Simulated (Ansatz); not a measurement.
Input and steps of a relaxation of cell and atoms on Ga₃BAs₄, ordered on the zincblende lattice (I-42m) with 8 atoms a cell (Ansatz, r2SCAN). It starts from the PBE minimum.

```yaml
crystal:
  lattice:
    - [-2.7587008387, 2.7587008387, 5.4753414104]
    - [2.7587008387, -2.7587008387, 5.4753414104]
    - [2.7587008387, 2.7587008387, -5.4753414104]
  atoms:
    - { symbol: B, position: [0.0, 0.0, 0.0] }
    - { symbol: As, position: [0.3350329185, 0.3350329185, 0.4406820348] }
    - { symbol: Ga, position: [0.75, 0.25, 0.5] }
    - { symbol: As, position: [0.1056491162, 0.6649670815, 0.0] }
    - { symbol: Ga, position: [0.5, 0.5, 0.0] }
    - { symbol: As, position: [0.8943508838, 0.8943508838, 0.5593179652] }
    - { symbol: Ga, position: [0.25, 0.75, 0.5] }
    - { symbol: As, position: [0.6649670815, 0.1056491162, 0.0] }
kpoints:
  mp_grid: { grid: [6, 6, 6] }
hamiltonian:
  xc: r2scan
scf:
  occupations: { method: fermi_dirac, width: 0.02 }
relax:
  f_tol: 0.005
  cell: {}
output:
  write_density: true
  write_potential: true
  elf: true
  volumetric_format: npy
```

The trajectory has 4 recorded frames, each with fractional positions and then forces in eV/Å along x, y and z. Some frames, the last among them, repeat a geometry solved again on a basis re-selected at its cell; pressure is positive in compression.

Step 1: energy 0.0 meV/atom from step 1, largest force component 0.111 eV/Å, pressure -2.62 GPa; a = 6.723 Å, b = 6.723 Å, c = 6.723 Å, α = 131.55°, β = 131.55°, γ = 70.94°
```
B  0.0000 0.0000 0.0000     0.000   0.000   0.000
As 0.3350 0.3350 0.4407     0.100   0.100   0.111
Ga 0.7500 0.2500 0.5000     0.000   0.000   0.000
As 0.1056 0.6650 0.0000    -0.100   0.100  -0.111
Ga 0.5000 0.5000 0.0000     0.000   0.000   0.000
As 0.8944 0.8944 0.5593    -0.100  -0.100   0.111
Ga 0.2500 0.7500 0.5000     0.000   0.000   0.000
As 0.6650 0.1056 0.0000     0.100  -0.100  -0.111
```

Question: How does the relaxation go on, and where does it end?

Answer:
Step 2: energy -6.6 meV/atom from step 1, largest force component 0.003 eV/Å, pressure -0.09 GPa; a = 6.652 Å, b = 6.652 Å, c = 6.652 Å, α = 131.56°, β = 131.56°, γ = 70.92°
```
B  0.0000 0.0000 0.0000     0.000   0.000   0.000
As 0.3372 0.3372 0.4440    -0.001  -0.001   0.003
Ga 0.7500 0.2500 0.5000     0.000   0.000   0.000
As 0.1068 0.6628 0.0000     0.001  -0.001  -0.003
Ga 0.5000 0.5000 0.0000     0.000   0.000   0.000
As 0.8932 0.8932 0.5560     0.001   0.001   0.003
Ga 0.2500 0.7500 0.5000     0.000   0.000   0.000
As 0.6628 0.1068 0.0000    -0.001   0.001  -0.003
```

Step 3: energy -6.6 meV/atom from step 1, largest force component 0.003 eV/Å, pressure 0.00 GPa; a = 6.651 Å, b = 6.651 Å, c = 6.651 Å, α = 131.59°, β = 131.59°, γ = 70.88°
```
B  0.0000 0.0000 0.0000     0.000   0.000   0.000
As 0.3372 0.3372 0.4439     0.000   0.000  -0.003
Ga 0.7500 0.2500 0.5000     0.000   0.000   0.000
As 0.1067 0.6628 0.0000     0.000   0.000   0.003
Ga 0.5000 0.5000 0.0000     0.000   0.000   0.000
As 0.8933 0.8933 0.5561     0.000   0.000  -0.003
Ga 0.2500 0.7500 0.5000     0.000   0.000   0.000
As 0.6628 0.1067 0.0000     0.000   0.000   0.003
```

Step 4: energy -6.4 meV/atom from step 1, largest force component 0.003 eV/Å, pressure 0.00 GPa; a = 6.651 Å, b = 6.651 Å, c = 6.651 Å, α = 131.59°, β = 131.59°, γ = 70.88°
```
B  0.0000 0.0000 0.0000     0.000   0.000   0.000
As 0.3372 0.3372 0.4439     0.000   0.000  -0.003
Ga 0.7500 0.2500 0.5000     0.000   0.000   0.000
As 0.1067 0.6628 0.0000     0.000   0.000   0.003
Ga 0.5000 0.5000 0.0000     0.000   0.000   0.000
As 0.8933 0.8933 0.5561     0.000   0.000  -0.003
Ga 0.2500 0.7500 0.5000     0.000   0.000   0.000
As 0.6628 0.1067 0.0000     0.000   0.000   0.003
```

In 3 steps the volume changed by -3.3 %; between the first SCF and the last, each on a basis chosen for its cell, the energy fell by 6.4 meV an atom. Final cell: it is tetragonal, I-42m (No. 121); a = 5.454 Å, c = 10.837 Å in the conventional setting, 20.15 Å³ an atom. B has 4 As at 2.12 Å; As has 1 B at 2.12 Å and 3 Ga at 2.43–2.48 Å; Ga has 4 As at 2.43 Å; Ga has 4 As at 2.48 Å.

Run as `ansatz run input.yaml --threads 4 --pin off --max-ram 6451MiB --backend cpu --events-out ev --progress --plain --runs-dir out`. Wall time 65 s on 4 threads of Arm Neoverse V1, on a shared host; peak host memory 1.1 GiB.

The calculation is spin-unpolarised, and the structure need not be a phase that has been made.
